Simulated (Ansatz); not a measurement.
# What internal relaxation does to the elastic constants of Sc2Al

Computed with DFT LDA, scalar-relativistic, plane waves, PAW in Ansatz. Cutoff 420 eV, 12×12×6 k-points (Γ-centred), Fermi-Dirac smearing of 0.15 eV. No spin polarisation.

The cell, relaxed at this level:
```xyz
6
Lattice="4.7953 0.0000 0.0000 -2.3976 4.1528 0.0000 0.0000 0.0000 6.0132" Properties=species:S:1:pos:R:3 pbc="T T T"
Sc    0.0000    0.0000    0.0000
Sc    0.0000    0.0000    3.0066
Sc    0.0000    2.7686    4.5099
Sc    2.3976    1.3843    1.5033
Al    0.0000    2.7686    1.5033
Al    2.3976    1.3843    4.5099
```

In a metal, frequencies and elastic constants depend on the k mesh and the smearing, soft modes and shear constants most.

Clamped-ion constants (GPa, Voigt order; atoms follow the strain homogeneously):
C11 = 161.9, C12 = 51.6, C13 = 30.9, C22 = 161.9, C23 = 30.9, C33 = 151.0, C44 = 50.1, C55 = 50.1, C66 = 55.2 GPa; the others vanish.

Problem. What are the constants once the atoms relax in each strained cell?

Solution.
```
149.2  64.3  30.9   0.0   0.0   0.0
 64.3 149.2  30.9   0.0   0.0   0.0
 30.9  30.9 151.0   0.0   0.0   0.0
  0.0   0.0   0.0  50.1   0.0   0.0
  0.0   0.0   0.0   0.0  50.1   0.0
  0.0   0.0   0.0   0.0   0.0  42.5
```
The Voigt shear modulus goes from 55.2 to 50.1 GPa and the Voigt bulk modulus doesn't change. Relaxation subtracts ΛᵀK⁻¹Λ/V, with Λ the forces that a strain puts on the atoms and K the zone-centre force constants. At a stable cell this can only lower the diagonal constants, and it acts only for strains that share their symmetry with an optical mode; elsewhere, and where the coupling is weak, the constants hardly move.

Cost: 2 runs of about 22 core-minutes in all, on Intel Xeon Processor @ 2.70GHz, Intel Xeon Platinum 8259CL (Skylake/Cascade Lake) (shared hosts).